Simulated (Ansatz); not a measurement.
An Ansatz (a first-principles code) run. Input:

Ansatz 0.2 input:
```yaml
crystal:
  lattice:
    - [3.8394556539, 0.0, 0.0]
    - [0.0, 3.8598581303, 0.0]
    - [-1.9160847109, 0.0, 6.5038954227]
  atoms:
    - { symbol: Ta, position: [0.6461796272, 0.0, 0.7921416817] }
    - { symbol: Ta, position: [0.3538203728, 0.0, 0.2078583183] }
    - { symbol: O, position: [0.6499523116, 0.5, 0.7990635082] }
    - { symbol: O, position: [0.3500476884, 0.5, 0.2009364918] }
    - { symbol: O, position: [0.185276771, 0.0, 0.8702821377] }
    - { symbol: O, position: [0.814723229, 0.0, 0.1297178623] }
    - { symbol: O, position: [0.5, 0.0, 0.5] }
kpoints:
  mp_grid: { grid: [7, 6, 4] }
basis: { xc_grid: 2 }
hamiltonian:
  xc: pbesol
  pseudopotentials: { kind: paw }
scf:
  occupations: { method: fixed }
output:
  optics: { e_range: [0.0, 15.0], de: 0.05, sigma: 0.1, bands: { spectra_wanted_up_to: 12 eV } }
```

Output (shortened):

```
output.optics: the spectra are integrated over the Brillouin zone by k·p interpolation around the k-points, where levels, occupations, output.optics.sigma and …
Pseudopotentials: kind: paw
Pseudopotential: Ta, paw, valence charge 13
Pseudopotential: O, paw, valence charge 6
Functional definition: PBEsol
Crystal: 7 atoms, lattice volume = 96.386 Å³
Basis set: ecut = 420 eV, 1903 PW (Γ), exchange–correlation on 54×54×96 points (8 copies of the dense FFT grid, shifted against one another)
Bands: 35, of which v1, the nominal top of the filled ones, is band 28 counted from 1 (27 counted from 0)
Symmetry: 4 space group operations
Space group: P2/m (ITA 10), of the structure as read, at distance tolerance 4.6e-5 Å
k-points: 60 of 168
PAW frozen core: Ta, regenerated for the run's functional, and the local potential with it
PAW frozen core: O, regenerated for the run's functional, and the local potential with it
Initial wavefunctions: pseudopotential atomic-orbital guess
Eigensolver: davidson
Functional: x = pbesol(κ = 0.804, μ = 0.12345679012345678), c = pbesol(β = 0.046)
SCF iter   1: F=—  HF=-22424.621853 eV  |F-HF|=—  |Δ(HF+E_count)|=         —  Δρ=1.75e-2  dr2=2.52e-1  ethr=1.77e-3  ⟨swp⟩=4.7  Hψ=7849  notcnv=0  defer=270
all-band conjugate gradients solve this SCF's bands
preconditioner: auto → Resta (q_TF=auto, 2.492 Å⁻¹)
SCF iter   2: F=—  HF=-22424.566686 eV  |F-HF|=—  |Δ(HF+E_count)|=   5.52e-2  Δρ=4.61e-3  dr2=1.48e-2  ethr=4.50e-4  ⟨swp⟩=2.0  Hψ=3644  notcnv=0  defer=277
SCF iter   3: F=—  HF=-22424.563880 eV  |F-HF|=—  |Δ(HF+E_count)|=   2.81e-3  Δρ=1.42e-3  dr2=1.37e-3  ethr=2.64e-5  ⟨swp⟩=2.0  Hψ=3142  notcnv=0  defer=299
SCF iter   4: F=—  HF=-22424.564080 eV  |F-HF|=—  |Δ(HF+E_count)|=   2.01e-4  Δρ=7.25e-4  dr2=4.43e-4  ethr=2.44e-6  ⟨swp⟩=2.2  Hψ=3660  notcnv=0  defer=300
SCF iter   5: F=—  HF=-22424.564013 eV  |F-HF|=—  |Δ(HF+E_count)|=   6.75e-5  Δρ=1.46e-4  dr2=2.09e-5  ethr=7.90e-7  ⟨swp⟩=2.0  Hψ=3182  notcnv=0  defer=129
SCF iter   6: F=—  HF=-22424.563584 eV  |F-HF|=—  |Δ(HF+E_count)|=   4.29e-4  Δρ=5.86e-5  dr2=4.23e-6  ethr=3.73e-8  ⟨swp⟩=2.4  Hψ=3425  notcnv=0  defer=85
SCF iter   7: F=—  HF=-22424.563585 eV  |F-HF|=—  |Δ(HF+E_count)|=   7.29e-7  Δρ=3.12e-5  dr2=1.28e-6  ethr=7.56e-9  ⟨swp⟩=2.0  Hψ=3077  notcnv=0  defer=85
SCF iter   8: F=—  HF=-22424.563586 eV  |F-HF|=—  |Δ(HF+E_count)|=   9.83e-7  Δρ=2.10e-5  dr2=4.16e-7  ethr=2.28e-9  ⟨swp⟩=2.0  Hψ=3117  notcnv=0  defer=85
SCF iter  13: F=-22424.563586 eV  HF=-22424.563586 eV  |F-HF|=0.00e0  |Δ(HF+E_count)|=    0.00e0  Δρ=3.99e-8  dr2=1.53e-12  ethr=1.00e-12  ⟨swp⟩=9.7  Hψ=6135  notcnv=0
SCF 1 converged in 13 iterations: F = -22424.563586 eV  dr2 = 1.53e-12
NSCF: frozen V_eff on 60 k-points
Optics k sum: 0 of 60 k-points
Optics k sum: 3 of 60 k-points
Optics k sum: 6 of 60 k-points
Optics k sum: 9 of 60 k-points
Optics k sum: 12 of 60 k-points
Optics k sum: 15 of 60 k-points
Optics k sum: 18 of 60 k-points
Optics k sum: 21 of 60 k-points
Optics k sum: 24 of 60 k-points
Optics k sum: 27 of 60 k-points
Optics k sum: 30 of 60 k-points
Optics k sum: 33 of 60 k-points
Optics k sum: 36 of 60 k-points
Optics k sum: 39 of 60 k-points
Optics k sum: 42 of 60 k-points
Optics k sum: 45 of 60 k-points
Optics k sum: 48 of 60 k-points
Optics k sum: 51 of 60 k-points
Optics k sum: 54 of 60 k-points
Optics k sum: 57 of 60 k-points
Optics k sum: 60 of 60 k-points
Optics k sum: 0 of 60 k-points
Optics k sum: 3 of 60 k-points
Optics k sum: 6 of 60 k-points
Optics k sum: 9 of 60 k-points
Optics k sum: 12 of 60 k-points
Optics k sum: 15 of 60 k-points
Optics k sum: 18 of 60 k-points
Optics k sum: 21 of 60 k-points
Optics k sum: 24 of 60 k-points
Optics k sum: 27 of 60 k-points
Optics k sum: 30 of 60 k-points
Optics k sum: 33 of 60 k-points
Optics k sum: 36 of 60 k-points
Optics k sum: 39 of 60 k-points
Optics k sum: 42 of 60 k-points
Optics k sum: 45 of 60 k-points
Optics k sum: 48 of 60 k-points
Optics k sum: 51 of 60 k-points
Optics k sum: 54 of 60 k-points
Optics k sum: 57 of 60 k-points
Optics k sum: 60 of 60 k-points
NSCF: frozen V_eff on 1 k-points
NSCF: frozen V_eff on 1 k-points
NSCF: frozen V_eff on 1 k-points
NSCF: frozen V_eff on 1 k-points
NSCF: frozen V_eff on 1 k-points
NSCF: frozen V_eff on 1 k-points
output.optics: what the bands over the 54 summed would add to eps1, eps2 and the energy-loss function is held between a lower and an upper bound (11 Lanczos …
SCF converged after 13 iterations
Free energy (F): -22424.563586 eV
Harris-Foulkes:  -22424.563586 eV  (|F-HF|=0.00e0)
Internal energy: -22424.563586 eV  (E = F + TS)
E sigma→0 (E₀):  -22424.563586 eV
Fermi energy:    7.007402 eV
--- Per-component energies (eV) ---
  E_band       = -549.834343
  E_kinetic    = 1598.386210
  E_local      = -4421.769090  (includes V_loc(G=0)·N_el)
  E_nonlocal   = 275.851482
  E_hartree    = 1638.631594
  E_xc         = -794.081273
  E_vxc        = -869.407261  (∫ρ·V_xc dr)
  E_paw        = -17308.000544  (= ΣΔE_a)
  E_vpaw       = -410.171224  (= ΣTr[D̂ρ^β])
  E_aug_tail   = 0.012351  (compensation charges beyond the density's cutoff)
  E_ewald      = -3414.198049
  E_core_change = 0.603732  (= ΣΔE_core)
  E_smearing   =  0.000000  (= −TS)
  E_closure    = 0.000000  (closes the sum)
  Σ components = -22424.563586   (vs F -22424.563586, Δ=0.00e0)
  [band-id]    e_kinetic+e_local+e_nonlocal+2·e_hartree+e_vxc+e_vpaw+e_augmentation_tail = -549.834345   (vs E_band -549.834343, Δ=-2.41e-6)
--- Band table (eV; the first three rows and the last of 60) ---
  k-point 0: bands = ["-60.6502", "-60.6413", "-27.4720", "-27.2868", "-27.2225", "-27.2142", "-27.1034", "-27.0813", "-11.4125", "-10.6079", "-9.9346", "-9.8584", "-9.8394", "1.9383", "1.9544", "2.0225", "3.7077", "3.8482", "4.4440", "4.5955", "4.9073", "5.2523", "5.5117", "5.9564", "6.1132", "6.2157", "6.4242", "6.4408", "9.2186", "9.6445", "9.8280", "11.3120", "11.4080", "12.3246", "12.8915"]
  k-point 1: bands = ["-60.6500", "-60.6415", "-27.4411", "-27.2886", "-27.2469", "-27.2207", "-27.1018", "-27.0829", "-11.3296", "-10.6131", "-10.0366", "-9.9189", "-9.7594", "1.2380", "1.9239", "2.8765", "3.7707", "4.0886", "4.3747", "4.3907", "4.8097", "5.2955", "5.6290", "6.0221", "6.1078", "6.1146", "6.3591", "6.3647", "9.1991", "9.6672", "9.8003", "11.2455", "11.5277", "12.7859", "12.8154"]
  k-point 2: bands = ["-60.6498", "-60.6417", "-27.3923", "-27.2976", "-27.2902", "-27.2190", "-27.0999", "-27.0848", "-11.2321", "-10.6210", "-10.1559", "-9.9159", "-9.7376", "0.9856", "1.8385", "3.4620", "3.8517", "4.0954", "4.2893", "4.5001", "4.5299", "5.3405", "5.7998", "5.9404", "6.1191", "6.1462", "6.2470", "6.2716", "9.1813", "9.6883", "9.7779", "11.1735", "11.6420", "12.7468", "12.8521"]
  k-point 59: bands = ["-60.6453", "-60.6431", "-27.4638", "-27.4160", "-27.2854", "-27.2251", "-27.2142", "-27.2057", "-10.3943", "-9.8823", "-9.6244", "-8.4036", "-8.3557", "0.8414", "1.3343", "1.3718", "1.6998", "1.9100", "2.0776", "2.1960", "2.6622", "3.1262", "4.3968", "4.5882", "4.6525", "6.2643", "6.8906", "7.0074", "10.3044", "11.9805", "12.6804", "13.0686", "13.5324", "13.7874", "14.4713"]
  band table: 35 of 35 bands, residual norms ≤ 1.0e-3 eV
```

Cost: very roughly 5 core-minutes on shared cores.

Space group Cmmm. The workflow started from a Materials Project entry (that database holds measured and hypothetical structures alike); the Crystallography Open Database copy checked does not list it. COD files the formula under space group No. 49, so this cell is another polymorph or a model. Its standing as an ambient phase is unchecked. Symmetry was held in the PBEsol relaxation; of distortions, only those at the zone centre were tested, and some modes there are weakly imaginary. The run is not spin-polarised. Point labels and valley counts follow the cell and symmetry of the run, lower than the named group. Scalar-relativistic: spin–orbit coupling is off unless named, which matters more the heavier the elements.

Potentials: the later of the program's two PAW sets.

Ansatz is a plane-wave DFT program.
